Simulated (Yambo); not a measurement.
**How GW settings move the gap: Ba$_{2}$ScCuO$_{4}$**

G0W0@PBEsol for Ba2ScCuO4 (space group P4/mmm, No. 123) in Yambo. Reference settings: 2×2×1 Γ-centred k mesh, bands 6 to 214 and a 7 Ry block in the screening, 214 bands in G with the Bruneval-Gonze terminator, plasmon pole fitted at 27.2 eV. The PBEsol gap M → X on this mesh is 1.99 eV; G0W0 gaps are taken between the same points.

| change from the reference | G0W0 gap M → X (eV) | shift of the valence edge (eV) | rough Yambo cost |
|---|---|---|---|
| reference settings | 2.90 | -0.52 | 1 |
| 90 bands in W, 90 bands in G | 3.11 | -0.42 | about 1/2 |
| 142 bands in W, 142 bands in G | 2.94 | -0.47 | within a factor of two |
| 142 bands in G | 2.91 | -0.52 | – |
| 90 bands in G | 2.98 | -0.51 | – |
| 107 bands in W | 2.99 | -0.45 | within a factor of two |
| 3 Ry block | 3.31 | -0.95 | within a factor of two |
| 2 Ry block | 3.61 | -1.23 | within a factor of two |
| 6 Ry block | 2.94 | -0.55 | within a factor of two |
| pole fitted at 55 eV | 2.90 | -0.57 | – |
| no random integration | 2.82 | -0.27 | – |
| 90 bands in G, no terminator | 2.80 | 0.07 | – |
| 142 bands in G, no terminator | 2.76 | -0.17 | – |
| no terminator | 2.78 | -0.30 | – |

The reference isn't shown to be the converged limit. Costs are rough (shared machines), scaled to the same edge states, and given only for runs that recompute the screening.

The filled Cu 3d shell has no Hubbard U; semilocal functionals place it too high.

Geometry of the Materials Project entry, not relaxed at this level; primitive cell a = b = 4.1770 Å, c = 8.0789 Å, α = β = γ = 90.00°.

The structure is a Materials Project entry; no match was found in the copy of COD used, and its stability was not checked.

A shift is the quasiparticle energy of the state minus its PBEsol energy.
